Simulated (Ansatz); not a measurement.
O:
```
CELL_PARAMETERS angstrom
     -1.73467     1.73467     1.45504
      1.73467    -1.73467     1.45504
      1.73467     1.73467    -1.45504
ATOMIC_POSITIONS crystal
  O  0.75000 0.25000 0.50000
  O  0.00000 0.00000 0.00000
```

Relaxed with PBE. Special points in fractions of this cell's reciprocal vectors: Γ (0.000, 0.000, 0.000); X (0.000, 0.000, 0.500); M (-0.500, 0.500, 0.500); Z (0.426, 0.426, -0.426); Z0 (-0.426, 0.574, 0.426); P (0.250, 0.250, 0.250); N (0.000, 0.500, 0.000).

**Question.** List the band energies nearest the Fermi level at these points for plane-wave PAW PBE (Ansatz code).

**Answer.** In eV from the Fermi level; about four levels below and three above (degenerate sets whole), none deeper than 8.9 eV; … stands for higher levels left out; points with the same levels are listed once.

```tsv
k	below	above
Γ	-4.67 -4.67 -1.65 -1.21	…
X	-4.17 -4.17 -1.80 -1.80	…
M	-7.61 -7.61 -2.04 -2.04	…
Z	-7.43 -7.43 -3.09 -1.28	…
P	-6.16 -6.16 -0.90 -0.90	…
N	-5.79 -5.57 -3.62 -0.26	…
```

Space group I4_1/amd. A made-up cell: these elements were put on the sites of a structure type; neither database checked (COD, Materials Project) lists it. It is not the usual solid phase (space group No. 12). The PBE relaxation kept the symmetry of its start; whether a distortion lowers the energy is not shown. The workflow began spin-polarised and lost its moments. The substance is a gas or liquid at ambient conditions. A crystal of weakly bound molecules computed without a dispersion correction: the cell and the soft elastic constants depend strongly on that.

Potentials: the later of the program's two PAW sets.
